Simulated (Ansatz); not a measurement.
Relaxation of a relaxed WC cell, doubled along one cell vector, shaken by Gaussian noise of σ = 0.08 Å a coordinate; 12 atoms in the cell, which starts as P1 (No. 1), aP12; a = 2.993 Å, b = 5.999 Å, c = 7.331 Å, α = 90.00°, β = 90.00°, γ = 90.00°. These are r2SCAN (plane waves to 500 eV, PAW, scalar-relativistic; Ansatz, an electronic-structure program) values and carry that method's errors. Γ-centred k-mesh 8×4×3 on the run's cell (coarser than for final values), Fermi–Dirac smearing 0.05 eV. This is the first round of the run. 

The optimiser's lines from the output (shortened; P is positive under compression):

```
relax step   1: F+E_penalty+E_count = -63881.11431793 eV  Δ(F+E_penalty+E_count) = +0.000e0 eV  max|allowed force component| = 7.244e0 eV/Å  Δτ_max = 0.0000 Å  P = +5.896 GPa  Ω = 131.615 Å³  (10 SCF iters, dr2 threshold 1.00e-7 eV, accepted)
relax step   2: F+E_penalty+E_count = -63882.78695619 eV  Δ(F+E_penalty+E_count) = -1.673e0 eV  max|allowed force component| = 2.523e0 eV/Å  Δτ_max = 0.1850 Å  P = +2.678 GPa  Ω = 131.177 Å³  (9 SCF iters, dr2 threshold 1.20e-6 eV, accepted)
relax step   3: F+E_penalty+E_count = -63883.88554362 eV  Δ(F+E_penalty+E_count) = -1.099e0 eV  max|allowed force component| = 2.813e0 eV/Å  Δτ_max = 0.2000 Å  P = +0.446 GPa  Ω = 131.307 Å³  (8 SCF iters, dr2 threshold 1.20e-6 eV, accepted)
relax step   4: F+E_penalty+E_count = -63884.67229498 eV  Δ(F+E_penalty+E_count) = -7.868e-1 eV  max|allowed force component| = 1.471e0 eV/Å  Δτ_max = 0.1951 Å  P = +0.498 GPa  Ω = 131.089 Å³  (8 SCF iters, dr2 threshold 1.20e-6 eV, accepted)
relax step   5: F+E_penalty+E_count = -63885.65819243 eV  Δ(F+E_penalty+E_count) = -9.859e-1 eV  max|allowed force component| = 2.177e0 eV/Å  Δτ_max = 0.1960 Å  P = -0.803 GPa  Ω = 132.375 Å³  (9 SCF iters, dr2 threshold 1.20e-6 eV, accepted)
relax step   6: F+E_penalty+E_count = -63886.15970967 eV  Δ(F+E_penalty+E_count) = -5.015e-1 eV  max|allowed force component| = 3.171e0 eV/Å  Δτ_max = 0.1956 Å  P = +3.106 GPa  Ω = 132.828 Å³  (9 SCF iters, dr2 threshold 1.20e-6 eV, accepted)
relax step   7: F+E_penalty+E_count = -63885.61163027 eV  Δ(F+E_penalty+E_count) = +5.481e-1 eV  max|allowed force component| = 9.508e0 eV/Å  Δτ_max = 0.1956 Å  P = +10.574 GPa  Ω = 131.137 Å³  (10 SCF iters, dr2 threshold 1.20e-6 eV, rejected (line search))
relax step   8: F+E_penalty+E_count = -63886.61468130 eV  Δ(F+E_penalty+E_count) = -4.550e-1 eV  max|allowed force component| = 1.222e0 eV/Å  Δτ_max = 0.0952 Å  P = -0.420 GPa  Ω = 133.801 Å³  (15 SCF iters, accepted)
relax step   9: F+E_penalty+E_count = -63886.83723502 eV  Δ(F+E_penalty+E_count) = -2.226e-1 eV  max|allowed force component| = 1.241e0 eV/Å  Δτ_max = 0.0962 Å  P = -0.124 GPa  Ω = 134.077 Å³  (8 SCF iters, dr2 threshold 1.20e-6 eV, accepted)
relax step  10: F+E_penalty+E_count = -63887.16006859 eV  Δ(F+E_penalty+E_count) = -3.228e-1 eV  max|allowed force component| = 1.257e0 eV/Å  Δτ_max = 0.1463 Å  P = +0.053 GPa  Ω = 134.184 Å³  (8 SCF iters, dr2 threshold 1.20e-6 eV, accepted)
relax step  11: F+E_penalty+E_count = -63887.54242962 eV  Δ(F+E_penalty+E_count) = -3.824e-1 eV  max|allowed force component| = 9.493e-1 eV/Å  Δτ_max = 0.1902 Å  P = +0.026 GPa  Ω = 134.121 Å³  (8 SCF iters, dr2 threshold 1.20e-6 eV, accepted)
relax step  12: F+E_penalty+E_count = -63887.86763125 eV  Δ(F+E_penalty+E_count) = -3.252e-1 eV  max|allowed force component| = 6.756e-1 eV/Å  Δτ_max = 0.2000 Å  P = +1.590 GPa  Ω = 132.583 Å³  (9 SCF iters, dr2 threshold 1.20e-6 eV, accepted)
relax step  13: F+E_penalty+E_count = -63887.96613027 eV  Δ(F+E_penalty+E_count) = -9.850e-2 eV  max|allowed force component| = 7.300e-1 eV/Å  Δτ_max = 0.1949 Å  P = -0.142 GPa  Ω = 132.912 Å³  (8 SCF iters, dr2 threshold 1.20e-6 eV, accepted)
relax step  14: F+E_penalty+E_count = -63888.02938169 eV  Δ(F+E_penalty+E_count) = -6.325e-2 eV  max|allowed force component| = 3.637e-1 eV/Å  Δτ_max = 0.0430 Å  P = +0.614 GPa  Ω = 132.293 Å³  (7 SCF iters, dr2 threshold 1.20e-6 eV, accepted)
relax step  15: F+E_penalty+E_count = -63888.00467782 eV  Δ(F+E_penalty+E_count) = +2.470e-2 eV  max|allowed force component| = 5.523e-1 eV/Å  Δτ_max = 0.1054 Å  P = +1.127 GPa  Ω = 131.745 Å³  (8 SCF iters, dr2 threshold 1.20e-6 eV, rejected (line search))
relax step  16: F+E_penalty+E_count = -63888.06309099 eV  Δ(F+E_penalty+E_count) = -3.371e-2 eV  max|allowed force component| = 3.479e-1 eV/Å  Δτ_max = 0.0501 Å  P = -0.651 GPa  Ω = 132.584 Å³  (13 SCF iters, accepted)
relax step  17: F+E_penalty+E_count = -63888.06718608 eV  Δ(F+E_penalty+E_count) = -4.095e-3 eV  max|allowed force component| = 2.357e-1 eV/Å  Δτ_max = 0.0547 Å  P = +0.178 GPa  Ω = 132.202 Å³  (7 SCF iters, dr2 threshold 1.20e-6 eV, accepted)
relax step  18: F+E_penalty+E_count = -63888.07174399 eV  Δ(F+E_penalty+E_count) = -4.558e-3 eV  max|allowed force component| = 2.413e-1 eV/Å  Δτ_max = 0.0425 Å  P = +0.163 GPa  Ω = 132.114 Å³  (7 SCF iters, dr2 threshold 1.20e-6 eV, accepted)
relax step  19: F+E_penalty+E_count = -63888.14447528 eV  Δ(F+E_penalty+E_count) = -7.273e-2 eV  max|allowed force component| = 9.329e-1 eV/Å  Δτ_max = 0.1098 Å  P = +0.352 GPa  Ω = 132.014 Å³  (8 SCF iters, dr2 threshold 1.20e-6 eV, accepted)
relax step  20: F+E_penalty+E_count = -63888.73379431 eV  Δ(F+E_penalty+E_count) = -5.893e-1 eV  max|allowed force component| = 1.921e0 eV/Å  Δτ_max = 0.1952 Å  P = +2.024 GPa  Ω = 131.928 Å³  (8 SCF iters, dr2 threshold 1.20e-6 eV, accepted)
relax step  21: F+E_penalty+E_count = -63889.42223361 eV  Δ(F+E_penalty+E_count) = -6.884e-1 eV  max|allowed force component| = 6.292e-1 eV/Å  Δτ_max = 0.2000 Å  P = +1.062 GPa  Ω = 133.228 Å³  (9 SCF iters, dr2 threshold 1.20e-6 eV, accepted)
relax step  22: F+E_penalty+E_count = -63888.97948507 eV  Δ(F+E_penalty+E_count) = +4.427e-1 eV  max|allowed force component| = 2.150e0 eV/Å  Δτ_max = 0.1966 Å  P = -1.831 GPa  Ω = 135.264 Å³  (9 SCF iters, dr2 threshold 1.20e-6 eV, rejected (line search))
relax step  23: F+E_penalty+E_count = -63889.49265083 eV  Δ(F+E_penalty+E_count) = -7.042e-2 eV  max|allowed force component| = 4.334e-1 eV/Å  Δτ_max = 0.0775 Å  P = +0.064 GPa  Ω = 133.857 Å³  (14 SCF iters, accepted)
relax step  24: F+E_penalty+E_count = -63889.51744543 eV  Δ(F+E_penalty+E_count) = -2.479e-2 eV  max|allowed force component| = 9.693e-2 eV/Å  Δτ_max = 0.0293 Å  P = +0.026 GPa  Ω = 133.872 Å³  (7 SCF iters, dr2 threshold 1.20e-6 eV, accepted)
relax step  25: F+E_penalty+E_count = -63889.51987717 eV  Δ(F+E_penalty+E_count) = -2.432e-3 eV  max|allowed force component| = 9.545e-2 eV/Å  Δτ_max = 0.0115 Å  P = -0.057 GPa  Ω = 133.962 Å³  (7 SCF iters, dr2 threshold 1.20e-6 eV, accepted)
relax step  26: F+E_penalty+E_count = -63889.52086811 eV  Δ(F+E_penalty+E_count) = -9.909e-4 eV  max|allowed force component| = 2.241e-2 eV/Å  Δτ_max = 0.0070 Å  P = +0.054 GPa  Ω = 133.903 Å³  (6 SCF iters, dr2 threshold 5.69e-7 eV, accepted)
relax step  27: F+E_penalty+E_count = -63889.52092562 eV  Δ(F+E_penalty+E_count) = -5.752e-5 eV  max|allowed force component| = 6.570e-3 eV/Å  Δτ_max = 0.0026 Å  P = -0.000 GPa  Ω = 133.921 Å³  (6 SCF iters, dr2 threshold 3.14e-8 eV, accepted)
relax step  28: F+E_penalty+E_count = -63889.52230882 eV  Δ(F+E_penalty+E_count) = -1.383e-3 eV  max|allowed force component| = 6.684e-3 eV/Å  Δτ_max = 0.0000 Å  P = +0.001 GPa  Ω = 133.921 Å³  stress off target by 1.66e-2 GPa  SCF on the basis re-selected at this cell (its energy is not comparable with the rows above)  (7 SCF iters)
```

From the first to the last row the energy changes by -0.70 eV/atom and the volume by +1.8 %. The last row is marked as not comparable with the walk above it, whose basis was carried along; it does compare with step 1, since both stand on a basis selected at the nominal cutoff for their own cell.

Steps 7, 15, 22 were rejected by the optimiser.

Later rounds, restarted from the end of this one on a renewed k-mesh, logged 7 more steps and released under 0.01 eV/atom more. The final structure after all rounds: Pm (No. 6), mP12; a = 3.0087 Å, b = 6.1172 Å, c = 7.2765 Å, α = γ = 90.00°, β = 90.63°. Between re-selections the logged energies stand on a plane-wave basis carried along with the cell. No spin polarisation in the result.

The relaxed structure here is a generated cell of WC: the first start was made by a random draw of sites in a space group, and the end was not matched to a known phase here, so it may be hypothetical. Known forms of WC include space group No. 187.
